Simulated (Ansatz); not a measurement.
**One relaxed cell of Cs$_{2}$HfF$_{6}$ at several levels**

A database entry relaxed whole under r2SCAN at zero pressure (P-3m1, No. 164):

```
Cs Hf F
1.0
     6.38436    0.00000    0.00000
    -3.19218    5.52901    0.00000
     0.00000    0.00000    4.98147
Cs Hf F
2 1 6
Direct
  0.33333 0.66667 0.69664
  0.66667 0.33333 0.30336
  0.00000 0.00000 0.00000
  0.15135 0.84865 0.22230
  0.15135 0.30269 0.22230
  0.69731 0.84865 0.22230
  0.84865 0.15135 0.77770
  0.30269 0.15135 0.77770
  0.84865 0.69731 0.77770
```

Its volume is 19.54 Å³ an atom, -0.5 % against the entry's 19.65, which is old or was flagged in a check.

Single points on this cell with plane-wave PAW DFT (Ansatz 0.2.0; r2SCAN 500 eV, hybrids 420 eV; fermi-dirac occupations of width 0.020 eV; no moments): r2SCAN on a 6×6×6 Γ-centred mesh; r2SCAN with spin-orbit coupling on a 6×6×2 Γ-centred mesh; HSE06 on a 6×6×2 Γ-centred mesh; PBE0 on a 6×6×2 Γ-centred mesh.

What does each level give for gap and charges?

The runs give:

| level | gap (eV), or kind | pressure (GPa) | Bader charge of Cs (e) | Bader charge of Hf (e) | Bader charge of F (e) |
| --- | --- | --- | --- | --- | --- |
| r2SCAN | 8.27 | 0.0 | +0.94 | +2.88 | -0.79 |
| r2SCAN with spin-orbit coupling | 8.21 | -0.1 | +0.94 | +2.89 | -0.79 |
| HSE06 | 9.58 | 0.9 | +0.94 | +2.93 | -0.80 |
| PBE0 | 10.34 | 0.9 | +0.94 | +2.94 | -0.80 |

Under r2SCAN the gap is 8.27 eV, over mesh and band path. HSE06 moves it by +1.31 eV and PBE0 by +2.08 eV; PBE0 keeps its exact exchange at long range, which widens the gap over HSE06's by 0.77 eV on their common mesh. Spin-orbit coupling moves the r2SCAN gap by -0.06 eV. The charge on Hf goes from +2.88 to +2.93 e under HSE06.

Caveats: the relaxation kept the start's symmetry; HSE06 is read on its mesh and at the zone's corners, PBE0 on its mesh alone; hybrid pressures are good to a few tenths of a GPa; pressure is positive in compression.
